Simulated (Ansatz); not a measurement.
ZnSnN$_{2}$:
```cif
data_N8Sn4Zn4
_chemical_formula_sum 'Zn4 Sn4 N8'
_space_group_name_H-M_alt 'P 1'
_space_group_IT_number 1
_cell_length_a 5.84663
_cell_length_b 6.73288
_cell_length_c 5.47400
_cell_angle_alpha 90.000
_cell_angle_beta 90.000
_cell_angle_gamma 90.000
loop_
_space_group_symop_operation_xyz
  'x, y, z'
loop_
_atom_site_label
_atom_site_type_symbol
_atom_site_fract_x
_atom_site_fract_y
_atom_site_fract_z
_atom_site_occupancy
Zn1 Zn 0.58267 0.87497 0.99880 1
Zn2 Zn 0.41733 0.12503 0.49880 1
Zn3 Zn 0.91733 0.37497 0.49880 1
Zn4 Zn 0.08267 0.62503 0.99880 1
Sn1 Sn 0.58805 0.37508 0.99923 1
Sn2 Sn 0.41195 0.62492 0.49923 1
Sn3 Sn 0.91195 0.87508 0.49923 1
Sn4 Sn 0.08805 0.12492 0.99923 1
N1 N 0.58252 0.37439 0.37827 1
N2 N 0.41748 0.62561 0.87827 1
N3 N 0.91748 0.87439 0.87827 1
N4 N 0.08252 0.12561 0.37827 1
N5 N 0.57996 0.87569 0.37369 1
N6 N 0.42004 0.12431 0.87369 1
N7 N 0.92004 0.37569 0.87369 1
N8 N 0.07996 0.62431 0.37369 1
```

Relaxed with r²SCAN.

### Question
Which orbitals make up the states near the band edges in the program Ansatz at the r²SCAN level (PAW)?

### Answer
Top 1 eV of the valence band: N 2p 82 %, Zn 3d 11 %. Bottom 1 eV of the conduction band: N 2p 32 %, N 2s 24 %, Sn 5s 20 %, Zn 4s 18 %. Projections are on Löwdin-orthogonalised atomic valence shells; empty p or d shells of many metals are not among them.

### Question
Tabulate the density of states.

### Answer
States/eV per cell of 16 atoms, in 0.25 eV bins, energy from the valence-band maximum.

```
E (eV)  total  Zn 3d   N 2p  Sn 5p
------  -----  -----  -----  -----
-7.85    0.00   0.00   0.00   0.00
-7.60    1.46   0.13   0.70   0.06
-7.35    7.18   1.03   3.23   0.32
-7.10    8.60   1.34   3.82   0.48
-6.85    8.04   2.44   3.07   0.31
-6.60    4.93   1.64   1.83   0.22
-6.35    1.39   0.45   0.53   0.09
-6.10    9.69   5.76   2.61   0.77
-5.85   31.95  23.07   6.54   1.40
-5.60   37.90  31.21   5.40   0.73
-5.35   35.55  30.71   3.53   0.51
-5.10   28.77  25.68   1.84   0.29
-4.85   11.99   7.95   2.38   0.39
-4.60    9.19   4.47   2.94   0.60
-4.35    9.17   3.18   3.87   0.84
-4.10    7.31   2.00   3.48   0.66
-3.85    7.92   1.78   4.11   0.93
-3.60    7.08   1.36   3.94   0.88
-3.35    8.53   1.34   5.11   1.08
-3.10    8.59   1.10   5.48   1.14
-2.85    9.31   1.07   6.16   1.19
-2.60    8.89   0.95   6.10   1.01
-2.35    8.51   1.04   5.85   0.78
-2.10    9.78   1.10   7.04   0.79
-1.85    9.24   1.00   6.88   0.57
-1.60   13.41   1.37  10.39   0.59
-1.35   11.82   1.22   9.40   0.43
-1.10    9.31   1.02   7.48   0.25
-0.85   13.35   1.51  10.83   0.31
-0.60    7.29   0.78   6.07   0.12
-0.35    4.54   0.46   3.86   0.05
-0.10    1.32   0.13   1.14   0.01
0.15     0.00   0.00   0.00   0.00
0.40     0.00   0.00   0.00   0.00
0.65     0.00   0.00   0.00   0.00
0.90     0.02   0.00   0.00   0.00
1.15     0.07   0.00   0.02   0.00
1.40     0.16   0.00   0.06   0.00
1.65     0.24   0.00   0.09   0.01
1.90     0.37   0.00   0.13   0.01
2.15     0.53   0.01   0.19   0.03
2.40     0.74   0.01   0.27   0.05
2.65     1.08   0.01   0.39   0.09
2.90     1.49   0.01   0.52   0.15
3.15     2.23   0.01   0.74   0.29
3.40     6.24   0.02   1.83   1.07
3.65     3.60   0.01   0.96   0.80
3.90     3.12   0.01   0.74   0.86
4.15     4.02   0.01   1.03   1.07
4.40     3.59   0.01   0.90   1.01
4.65     4.93   0.02   0.93   1.82
4.90     7.07   0.03   1.17   2.90
5.15     6.93   0.03   1.20   2.84
5.40     6.14   0.03   1.20   2.35
```

Space group Pna2_1. The r²SCAN relaxation kept the symmetry of its start. Scalar-relativistic: spin–orbit coupling is off unless named, which matters more the heavier the elements.

Potentials: the later of the program's two PAW sets.
